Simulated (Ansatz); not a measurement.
An Ansatz (an electronic-structure program) run. Input:

Ansatz 0.2 input:
```yaml
crystal:
  lattice:
    - [3.4464617587, 2.9325302035, 0.0]
    - [-3.4464617587, 2.9325302035, 0.0]
    - [-3.0928288364, 0.0, 5.0079616151]
  atoms:
    - { symbol: P, position: [0.3103290896, 0.937839069, 0.3339986507] }
    - { symbol: P, position: [0.6896709104, 0.062160931, 0.6660013493] }
    - { symbol: P, position: [0.937839069, 0.3103290896, 0.1660013493] }
    - { symbol: P, position: [0.062160931, 0.6896709104, 0.8339986507] }
    - { symbol: Pd, position: [0.0, 0.5, 0.5] }
    - { symbol: Pd, position: [0.5, 0.0, 0.0] }
kpoints:
  mp_grid: { grid: [7, 7, 6] }
hamiltonian:
  xc: r2scan
  pseudopotentials: { kind: paw }
scf:
  occupations: { method: fixed }
checkpoint: { read: static.run }
output: { write_density: true, elf: true, volumetric_format: npy }
basis: { fft_grid_basis: typed }
```

Output (shortened):

```
Pseudopotential: P, paw, valence charge 5
Pseudopotential: Pd, paw, valence charge 18
Functional definition: r2SCAN
Crystal: 6 atoms, lattice volume = 101.229 Å³
Basis set: ecut = 500 eV, 2583 PW (Γ), exchange–correlation on 144×144×180 points (64 copies of the dense FFT grid, shifted against one another)
Bands: 34, of which v1, the nominal top of the filled ones, is band 28 counted from 1 (27 counted from 0)
Symmetry: 4 space group operations
Space group: C2/c (ITA 15), of the structure as read, at distance tolerance 4.7e-5 Å
k-points: 88 of 294
Stability of the state it starts from, as read at its close in the unpolarized treatment …
iter 1 solved again at ethr=3.11e-7 eV; its pass at ethr=3.10e-3 eV (dr2=1.74e-4 eV) is discarded
SCF iter   1: F=—  HF=-17011.139904 eV  |F-HF|=—  |Δ(HF+E_count)|=         —  Δρ=1.84e-6  dr2=2.93e-9  dr2_τ=4.82e-10  ethr=3.11e-7  ⟨swp⟩=4.1  Hψ=20404  notcnv=0  defer=352
preconditioner: auto → Resta (q_TF=auto, 2.472 Å⁻¹)
SCF iter   2: F=—  HF=-17011.139904 eV  |F-HF|=—  |Δ(HF+E_count)|=   3.84e-7  Δρ=1.06e-6  dr2=1.43e-9  dr2_τ=7.61e-10  ethr=5.22e-12  ⟨swp⟩=13.9  Hψ=17755  notcnv=0
SCF iter   3: F=-17011.139904 eV  HF=-17011.139904 eV  |F-HF|=1.49e-10  |Δ(HF+E_count)|=  7.64e-11  Δρ=5.85e-7  dr2=3.25e-10  dr2_τ=6.66e-11  ethr=2.55e-12  ⟨swp⟩=1.0  Hψ=7086  notcnv=0
SCF 1 converged in 3 iterations: F = -17011.139904 eV  dr2 = 3.25e-10
SCF converged after 3 iterations
Free energy (F): -17011.139904 eV
Harris-Foulkes:  -17011.139904 eV  (|F-HF|=1.49e-10)
Internal energy: -17011.139904 eV  (E = F + TS)
E sigma→0 (E₀):  -17011.139904 eV
Fermi energy:    11.251286 eV
--- Per-component energies (eV) ---
  E_band       = -549.288614
  E_kinetic    = 1314.745398
  E_local      = -5903.881631  (includes V_loc(G=0)·N_el)
  E_nonlocal   = 562.289862
  E_hartree    = 2443.180197
  E_xc         = -557.614650
  E_vxc        = -731.852020  (∫ρ·V_xc dr)
  E_paw        = -9845.177741  (= ΣΔE_a)
  E_vpaw       = -724.005832  (= ΣTr[D̂ρ^β])
  E_aug_tail   = 0.000221  (compensation charges beyond the density's cutoff)
  E_vtau       = 47.056267  (kinetic-family band-sum trace: ∫τ·v_τ [+ j·A + Jᵃ·Aᵃ] dr)
  E_ewald      = -5023.414017
  E_core_change = -1.267542  (= ΣΔE_core)
  E_smearing   =  0.000000  (= −TS)
  E_closure    =  0.000000  (closes the sum)
  Σ components = -17011.139904   (vs F -17011.139904, Δ=0.00e0)
  [band-id]    e_kinetic+e_local+e_nonlocal+2·e_hartree+e_vxc+e_vpaw+e_augmentation_tail+e_vtau = -549.287342   (vs E_band -549.288614, Δ=1.27e-3)
--- Band table (eV; the first three rows and the last of 88) ---
  k-point 0: bands = ["-76.0046", "-76.0020", "-41.1133", "-41.1099", "-41.0837", "-41.0814", "-40.4979", "-40.4563", "-3.8084", "0.1289", "0.1375", "3.8578", "4.4199", "5.1029", "6.2517", "6.4332", "6.9786", "6.9835", "7.4373", "7.6082", "7.9382", "7.9610", …
  k-point 1: bands = ["-76.0044", "-76.0022", "-41.1130", "-41.1101", "-41.0835", "-41.0815", "-40.4951", "-40.4591", "-3.6709", "-0.8256", "0.9687", "3.5421", "4.7018", "5.1945", "6.1070", "6.4565", "6.6567", "7.1529", "7.2681", "7.6484", "7.8841", "7.9491", …
  k-point 2: bands = ["-76.0040", "-76.0027", "-41.1124", "-41.1107", "-41.0831", "-41.0820", "-40.4876", "-40.4668", "-3.2666", "-1.7820", "1.6517", "2.9207", "5.3669", "5.3844", "5.8062", "6.1328", "6.7371", "6.9357", "7.5097", "7.7550", "8.0503", "8.2558", …
  k-point 87: bands = ["-76.0040", "-76.0026", "-41.1139", "-41.1097", "-41.0832", "-41.0821", "-40.4892", "-40.4655", "-2.2932", "-1.9852", "0.7206", "2.6769", "4.4461", "5.4178", "5.7766", "6.1403", "6.4185", "6.6364", "7.6874", "7.7857", "8.1894", …
```

Cost: about 30 core-seconds (a rough figure) on shared cores.

The first step of the workflow began from a Materials Project structure, measured or hypothetical; the Crystallography Open Database copy checked does not list it. Whether it is the stable phase at ambient conditions was not checked. The cell was relaxed with r²SCAN under the symmetry of its start; whether a distortion lowers the energy is not shown. The run is not spin-polarised. Scalar-relativistic: spin–orbit coupling is off unless named, which matters more the heavier the elements.

Potentials: the later of the program's two PAW sets.

Ansatz is a plane-wave DFT program.
